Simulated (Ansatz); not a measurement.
Input file for Ansatz (a quantum-chemistry and plane-wave program):

Ansatz 0.2 input:
```yaml
crystal:
  lattice:
    - [3.2595460782, 0.0, 0.0]
    - [-1.6297730391, 2.8228497085, 0.0]
    - [0.0, 0.0, 13.4474734089]
  atoms:
    - { symbol: Sn, position: [0.3333333333, 0.6666666667, 0.75] }
    - { symbol: Sn, position: [0.6666666667, 0.3333333333, 0.25] }
    - { symbol: Ta, position: [0.3333333333, 0.6666666667, 0.0806872559] }
    - { symbol: Ta, position: [0.6666666667, 0.3333333333, 0.5806872559] }
    - { symbol: Ta, position: [0.6666666667, 0.3333333333, 0.9193127441] }
    - { symbol: Ta, position: [0.3333333333, 0.6666666667, 0.4193127441] }
    - { symbol: N, position: [0.0, 0.0, 0.0] }
    - { symbol: N, position: [0.0, 0.0, 0.5] }
kpoints:
  mp_grid: { grid: [14, 14, 3] }
hamiltonian:
  xc: r2scan
  pseudopotentials: { azcp: { folder: ./paw }, kind: paw }
scf:
  occupations: { method: gaussian, width: 0.05 }
checkpoint: { read: metal.run }
output: { bader: true, populations: true }
```

Output (shortened):

```
Pseudopotential: Sn, paw, valence charge 14
Pseudopotential: Ta, paw, valence charge 13
Pseudopotential: N, paw, valence charge 5
Functional definition: r2SCAN
Crystal: 8 atoms, lattice volume = 123.733 Å³
Basis set: ecut = 500 eV, 3139 PW (Γ), exchange–correlation on 96×96×400 points (64 copies of the dense FFT grid, shifted against one another)
Bands: 54, of which v1, the nominal top of the filled ones, is band 45 counted from 1 (44 counted from 0)
Symmetry: 24 space group operations
Space group: P63/mmc (ITA 194), of the structure as read, at distance tolerance 5.0e-5 Å
k-points: 48 of 588
Stability of the state it starts from, as read at its close in the unpolarized treatment …
iter 1 solved again at ethr=2.44e-8 eV; its pass at ethr=3.10e-3 eV (dr2=2.20e-5 eV) is discarded
SCF iter   1: F=—  HF=-52631.041957 eV  |F-HF|=—  |Δ(HF+E_count)|=         —  Δρ=2.83e-7  dr2=9.03e-11  dr2_τ=1.01e-11  ethr=2.44e-8  ⟨swp⟩=4.2  Hψ=18050  notcnv=0
preconditioner: auto → Kerker (q_TF=auto, 2.587 Å⁻¹)
SCF iter   2: F=-52631.041957 eV  HF=-52631.041957 eV  |F-HF|=8.73e-11  |Δ(HF+E_count)|=   3.20e-8  Δρ=2.65e-7  dr2=9.53e-11  dr2_τ=2.57e-11  ethr=1.00e-12  ⟨swp⟩=8.2  Hψ=9325  notcnv=0
SCF 1 converged in 2 iterations: F = -52631.041957 eV  dr2 = 9.53e-11
SCF converged after 2 iterations
Free energy (F): -52631.041957 eV
Harris-Foulkes:  -52631.041957 eV  (|F-HF|=8.73e-11)
Internal energy: -52631.035493 eV  (E = F + TS)
E sigma→0 (E₀):  -52631.038725 eV
Entropy (-TS):   -0.006465 eV (-0.808 meV/atom)
Fermi energy:    18.281041 eV
--- Per-component energies (eV) ---
  E_band       = -497.552337
  E_kinetic    = 2183.757837
  E_local      = -4279.306729  (includes V_loc(G=0)·N_el)
  E_nonlocal   = 316.216472
  E_hartree    = 1860.004310
  E_xc         = -1573.719207
  E_vxc        = -1381.771954  (∫ρ·V_xc dr)
  E_paw        = -42382.349651  (= ΣΔE_a)
  E_vpaw       = -1129.393303  (= ΣTr[D̂ρ^β])
  E_aug_tail   = 0.000394  (compensation charges beyond the density's cutoff)
  E_vtau       = 72.936389  (kinetic-family band-sum trace: ∫τ·v_τ [+ j·A + Jᵃ·Aᵃ] dr)
  E_ewald      = -8754.024283
  E_core_change = -1.614638  (= ΣΔE_core)
  E_smearing   = -0.006465  (= −TS)
  E_closure    =  0.000000  (closes the sum)
  Σ components = -52631.041957   (vs F -52631.041957, Δ=0.00e0)
  [band-id]    e_kinetic+e_local+e_nonlocal+2·e_hartree+e_vxc+e_vpaw+e_augmentation_tail+e_vtau = -497.552273   (vs E_band -497.552337, Δ=6.40e-5)
--- Band table (eV; the first three rows and the last of 48) ---
  k-point 0: bands = ["-52.4235", "-52.4234", "-52.3402", "-52.3402", "-18.7195", "-18.7138", "-18.2249", "-18.2249", "-18.2248", "-18.2248", "-18.0805", "-18.0805", "-18.0805", "-18.0805", "-17.9812", "-17.9744", "-4.3542", "-4.3542", "-4.3541", "-4.3541", …
  k-point 1: bands = ["-52.4235", "-52.4235", "-52.3402", "-52.3402", "-18.7181", "-18.7152", "-18.2249", "-18.2249", "-18.2249", "-18.2249", "-18.0805", "-18.0805", "-18.0805", "-18.0805", "-17.9795", "-17.9761", "-4.3542", "-4.3542", "-4.3541", "-4.3541", …
  k-point 2: bands = ["-52.4215", "-52.4214", "-52.3401", "-52.3400", "-18.7151", "-18.7098", "-18.2557", "-18.2552", "-18.2346", "-18.2345", "-18.0946", "-18.0943", "-18.0803", "-18.0803", "-17.9760", "-17.9699", "-4.3563", "-4.3563", "-4.3438", "-4.3437", …
  k-point 47: bands = ["-52.3612", "-52.3612", "-52.3544", "-52.3544", "-18.6851", "-18.6850", "-18.6164", "-18.6158", "-18.5895", "-18.5889", "-18.2652", "-18.2649", "-18.0823", "-18.0814", "-18.0562", "-18.0555", "-4.2875", "-4.2875", "-4.2742", "-4.2740", …
--- Löwdin populations: 8 sites ---
  site symbol       q [e]
     0     Sn     14.1200
     1     Sn     14.1200
     2     Ta     12.5468
     3     Ta     12.5468
     4     Ta     12.5468
     5     Ta     12.5468
     6      N      5.5893
     7      N      5.5893
  spilling = 0.004381 (of n_electrons = 90.000000)
--- Bader charges: 8 sites ---
  site symbol  charge [e]  shift [e]
     0     Sn     -0.6463     0.0000
     1     Sn     -0.6462     0.0000
     2     Ta      1.2553     0.0024
     3     Ta      1.2553     0.0024
     4     Ta      1.2553     0.0024
     5     Ta      1.2553     0.0024
     6      N     -1.8644     0.0048
     7      N     -1.8644     0.0048
  shift: an alarm, by how much a part of what the PAW files miss would move the charge. Where it is large, compare
  with a run on PAW files of another source; a small one proves nothing
  estimated error of the sums over rays = 6.9e-4 e
```

Cost: about 2.2 core-minutes (a rough figure) on shared cores.

Space group P6_3/mmc. The start of the workflow was typed in or built on a structure type; neither database checked (COD, Materials Project) lists it. Its standing as an ambient phase is unchecked. The cell was relaxed with r²SCAN under the symmetry of its start; its stability against distortions is not shown here. No spin polarisation was allowed. Spin–orbit coupling is left out wherever it is not named.

Potentials: the earlier of the program's two PAW sets.

Ansatz is a plane-wave DFT program.
